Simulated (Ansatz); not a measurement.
An Ansatz (a program for electronic structure) run. Input:

Ansatz 0.2 input:
```yaml
crystal:
  lattice:
    - [-2.6292825061, 2.6292825061, 5.1668582582]
    - [2.6292825061, -2.6292825061, 5.1668582582]
    - [2.6292825061, 2.6292825061, -5.1668582582]
  atoms:
    - { symbol: Zn, position: [0.25, 0.75, 0.5] }
    - { symbol: Ga, position: [0.0, 0.0, 0.0] }
    - { symbol: Ga, position: [0.75, 0.25, 0.5] }
    - { symbol: S, position: [0.3811623758, 0.3745484691, 0.5195514418] }
    - { symbol: S, position: [0.6254515309, 0.1450029726, 0.0066139066] }
    - { symbol: S, position: [0.8549970274, 0.861610934, 0.4804485582] }
    - { symbol: S, position: [0.138389066, 0.6188376242, 0.9933860934] }
kpoints:
  mp_grid: { grid: [5, 5, 5] }
hamiltonian:
  xc: hse06
  pseudopotentials: { kind: paw }
scf:
  n_extra_bands: 7
  occupations: { method: fixed }
output:
  eigenvalues: true
  eigenstates:
    e_range: [-9.0, 11.5]
    kpoints:
      - [0.0, 0.0, 0.0]  # VBM
      - [0.0, 0.0, 0.0]  # CBM
      - [0.0, 0.0, 0.0]  # GAMMA
      - [0.5, 0.5, -0.5]  # M
      - [0.0, 0.0, 0.5]  # X
      - [0.25, 0.25, 0.25]  # P
      - [0.0, 0.5, 0.0]  # N
      - [-0.3147383188, 0.3147383188, 0.3147383188]  # S_0
      - [0.3147383188, 0.6852616812, -0.3147383188]  # S
      - [-0.1294766376, 0.1294766376, 0.5]  # R
      - [0.5, 0.5, -0.1294766376]  # G
```

Output (shortened):

```
Pseudopotential: Zn, paw, valence charge 12
Pseudopotential: Ga, paw, valence charge 13
Pseudopotential: S, paw, valence charge 6
Functional definition: HSE06
davidson cushion auto → on  (no smearing: the cushion is to keep the highest requested band from converging to the state above it …
Crystal: 7 atoms, lattice volume = 142.877 Å³
Basis set: ecut = 420 eV, 2801 PW (Γ)
Bands: 38, of which v1, the nominal top of the filled ones, is band 31 counted from 1 (30 counted from 0)
Symmetry: 4 space group operations
Space group: I-4 (ITA 82), of the structure as read, at distance tolerance 5.2e-5 Å
k-points: 21 of 125 (time reversal used)
SCF iter   1: F=—  HF=-14498.413112 eV  |F-HF|=—  |Δ(HF+E_count)|=         —  Δρ=1.21e-3  dr2=1.95e-3  ethr=1.77e-3  ⟨swp⟩=9.3  Hψ=4070  notcnv=0
preconditioner: auto → none
SCF iter   2: F=—  HF=-14498.416220 eV  |F-HF|=—  |Δ(HF+E_count)|=   3.11e-3  Δρ=8.48e-4  dr2=6.37e-4  ethr=3.14e-6  ⟨swp⟩=5.2  Hψ=3335  notcnv=0
SCF iter   3: F=-14498.416234 eV  HF=-14498.416106 eV  |F-HF|=1.28e-4  |Δ(HF+E_count)|=   1.14e-4  Δρ=2.93e-4  dr2=7.86e-5  ethr=1.03e-6  ⟨swp⟩=4.0  Hψ=2194  notcnv=0
SCF 1 stopped early in 3 iterations: F = -14498.416234 eV  dr2 = 7.86e-5
Crystal: 7 atoms, lattice volume = 142.877 Å³
Exchange kernel: α = 0.2500, screened, ω = 0.2079 Å⁻¹, Wigner–Seitz truncation, v(0) = 1046.9074 eV·Å³, q-mesh 5×5×5, nearest image of the exchange supercell L …
Frozen-core exchange: fock
SCF iter   1: F=—  HF=-14501.992335 eV  |F-HF|=—  |Δ(HF+E_count)|=         —  Δρ=1.54e-2  dr2=1.64e-1  ethr=1.27e-6  ⟨swp⟩=7.9  Hψ=4803  notcnv=0
preconditioner: auto → none
SCF iter   2: F=—  HF=-14501.936329 eV  |F-HF|=—  |Δ(HF+E_count)|=   5.60e-2  Δρ=3.13e-3  dr2=1.57e-2  ethr=1.27e-6  ⟨swp⟩=5.1  Hψ=3645  notcnv=0
SCF iter   3: F=—  HF=-14501.956501 eV  |F-HF|=—  |Δ(HF+E_count)|=   2.02e-2  Δρ=3.85e-3  dr2=9.53e-3  ethr=1.27e-6  ⟨swp⟩=5.0  Hψ=3435  notcnv=0
SCF iter   4: F=—  HF=-14501.955230 eV  |F-HF|=—  |Δ(HF+E_count)|=   1.27e-3  Δρ=1.44e-3  dr2=1.26e-3  ethr=1.27e-6  ⟨swp⟩=4.0  Hψ=2622  notcnv=0
SCF iter   5: F=—  HF=-14501.956940 eV  |F-HF|=—  |Δ(HF+E_count)|=   1.71e-3  Δρ=6.77e-4  dr2=3.64e-4  ethr=1.27e-6  ⟨swp⟩=4.0  Hψ=2184  notcnv=0
iter 6 solved again at ethr=2.43e-8 eV; its pass at ethr=5.69e-7 eV (dr2=1.50e-5 eV) is discarded
SCF iter   6: F=-14501.956765 eV  HF=-14501.956789 eV  |F-HF|=2.38e-5  |Δ(HF+E_count)|=   1.51e-4  Δρ=9.96e-5  dr2=2.59e-5  ethr=2.43e-8  ⟨swp⟩=2.4  Hψ=3998  notcnv=0
SCF 2 stopped early in 6 iterations: F = -14501.956765 eV  dr2 = 2.59e-5
hybrid outer 1: dexx = +3.197e-2 eV, tail = 1.43e-4 eV
Crystal: 7 atoms, lattice volume = 142.877 Å³
Exchange kernel: α = 0.2500, screened, ω = 0.2079 Å⁻¹, Wigner–Seitz truncation, v(0) = 1046.9074 eV·Å³, q-mesh 5×5×5, nearest image of the exchange supercell L …
Frozen-core exchange: fock
SCF iter   1: F=—  HF=-14501.955666 eV  |F-HF|=—  |Δ(HF+E_count)|=         —  Δρ=6.90e-5  dr2=7.17e-6  ethr=1.16e-6  ⟨swp⟩=3.0  Hψ=1855  notcnv=0
preconditioner: auto → none
iter 2 solved again at ethr=7.42e-10 eV; its pass at ethr=9.21e-9 eV (dr2=4.60e-7 eV) is discarded
SCF iter   2: F=—  HF=-14501.955669 eV  |F-HF|=—  |Δ(HF+E_count)|=   2.70e-6  Δρ=2.60e-5  dr2=7.94e-7  ethr=7.42e-10  ⟨swp⟩=2.0  Hψ=4744  notcnv=0
SCF iter   3: F=—  HF=-14501.955671 eV  |F-HF|=—  |Δ(HF+E_count)|=   2.53e-6  Δρ=1.72e-5  dr2=3.50e-7  ethr=7.40e-10  ⟨swp⟩=4.8  Hψ=3038  notcnv=0  defer=2
SCF iter   4: F=-14501.955671 eV  HF=-14501.955671 eV  |F-HF|=1.13e-8  |Δ(HF+E_count)|=   1.05e-7  Δρ=5.76e-6  dr2=3.43e-8  ethr=5.21e-10  ⟨swp⟩=3.0  Hψ=1980  notcnv=0
SCF 3 converged in 4 iterations: F = -14501.955671 eV  dr2 = 3.43e-8
hybrid outer 2: dexx = +2.847e-6 eV, tail = 1.19e-7 eV, Δε = 9.39e-3 eV (about 3.41e-4 eV left of the loop's levels)
NSCF: frozen V_eff on 11 k-points
hybrid SCF converged: 2 outer / 10 inner (+3 warm-up), last move |dexx| = 2.85e-6 eV, tail = 1.19e-7 eV
Stability not checked (fock_operator)
Free energy (F): -14501.955671 eV
Frozen-core exchange: fock
Harris-Foulkes:  -14501.955671 eV  (|F-HF|=1.13e-8)
Internal energy: -14501.955671 eV  (E = F + TS)
E sigma→0 (E₀):  -14501.955671 eV
Fermi energy:    4.966784 eV
--- Per-component energies (eV) ---
  E_band       = -273.886459
  E_kinetic    = 787.916594
  E_local      = -6976.700138  (includes V_loc(G=0)·N_el)
  E_nonlocal   = 1589.553036
  E_hartree    = 3117.357023
  E_xc         = -530.774091
  E_vxc        = -414.572328  (∫ρ·V_xc dr)
  E_exx        = -183.739869  (= α·E_x^exact, valence–valence)
  E_paw        = -8171.133264  (= ΣΔE_a)
  E_vpaw       = -1127.316022  (= ΣTr[D̂ρ^β])
  E_aug_tail   = -0.000608  (compensation charges beyond the density's cutoff)
  E_ewald      = -4134.926119
  E_core_change = 0.491765  (= ΣΔE_core)
  E_smearing   =  0.000000  (= −TS)
  E_closure    =  0.000000  (closes the sum)
  Σ components = -14501.955671   (vs F -14501.955671, Δ=-1.82e-12)
  [band-id]    e_kinetic+e_local+e_nonlocal+2·e_hartree+e_vxc+2·e_exx+e_vpaw+e_augmentation_tail = -273.885158   (vs E_band -273.886459, Δ=1.30e-3)
--- Band table (eV; the first three rows and the last of 21) ---
  k-point 0: bands = ["-11.7881", "-11.7863", "-11.7863", "-11.6500", "-11.6285", "-11.6285", "-11.5656", "-11.5621", "-11.5474", "-11.5338", "-9.7992", "-7.5946", "-7.5946", "-7.5681", "-2.7424", "-2.6025", "-2.5729", "-2.5729", "-2.5524", "-1.8340", …
  k-point 1: bands = ["-11.8007", "-11.7845", "-11.7735", "-11.6554", "-11.6447", "-11.6304", "-11.5625", "-11.5587", "-11.5471", "-11.5349", "-9.5123", "-7.8264", "-7.7665", "-7.5773", "-2.6942", "-2.6345", "-2.5964", "-2.5737", "-2.5323", "-1.7748", …
  k-point 2: bands = ["-11.8122", "-11.7846", "-11.7458", "-11.6928", "-11.6516", "-11.6327", "-11.5573", "-11.5527", "-11.5471", "-11.5377", "-8.8204", "-8.2319", "-7.9924", "-7.7704", "-2.7421", "-2.6178", "-2.5955", "-2.5539", "-2.5185", "-1.6920", …
  k-point 20: bands = ["-11.7986", "-11.7930", "-11.7382", "-11.7193", "-11.6235", "-11.6165", "-11.5700", "-11.5630", "-11.5399", "-11.5341", "-8.7924", "-8.7406", "-7.8531", "-7.6177", "-2.8123", "-2.7379", "-2.6118", "-2.5724", "-2.5467", "-1.0933", …
```

Cost: around 13 core-minutes (rough) on shared cores.

The points marked VBM and CBM come from a semilocal run.

The first step of the workflow began from a Materials Project structure, measured or hypothetical; the Crystallography Open Database copy checked does not list it. Its standing as an ambient phase is unchecked. The cell was relaxed with PBEsol under the symmetry of its start; its stability against distortions is not shown here. Spin–orbit coupling is left out wherever it is not named.

Potentials: the later of the program's two PAW sets.

Ansatz is a plane-wave DFT program.
